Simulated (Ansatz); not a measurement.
Here is the system:

W:
```
W
1.0
    2.73590     0.00000     0.00000
   -1.36795     2.36936     0.00000
    0.00000     0.00000     4.85395
W
2
Direct
  0.66667   0.33333   0.75000
  0.33333   0.66667   0.25000
```

This is the LDA-relaxed structure.

### Question
All from LDA in the plane-wave PAW code Ansatz, unless another level is named. Estimate the bulk modulus (Birch–Murnaghan fit).

### Answer
304 GPa.

### Question
What about the highest zone-centre frequency?

### Answer
217 cm⁻¹.

Space group P6_3/mmc (hcp (Mg type)). The workflow started from a Materials Project entry (that database holds measured and hypothetical structures alike); the Crystallography Open Database copy checked does not list it. It is not the phase usual at ambient conditions (space group No. 229). The LDA relaxation kept the symmetry of its start; whether a distortion lowers the energy is not shown. The run is not spin-polarised. As this level gives no gap, phonon frequencies hold no LO–TO term and depend on the k-mesh and smearing (Fermi–Dirac, 0.1 eV here). On the denser mesh and wider smearing of the elastic run this cell carries a stress of 0.4 GPa. Scalar-relativistic: spin–orbit coupling is off unless named, which matters more the heavier the elements.

Potentials: the earlier of the program's two PAW sets. The files were generated under PBE; for other functionals the program regenerates the frozen cores, and for LDA and PBEsol the local potential too.
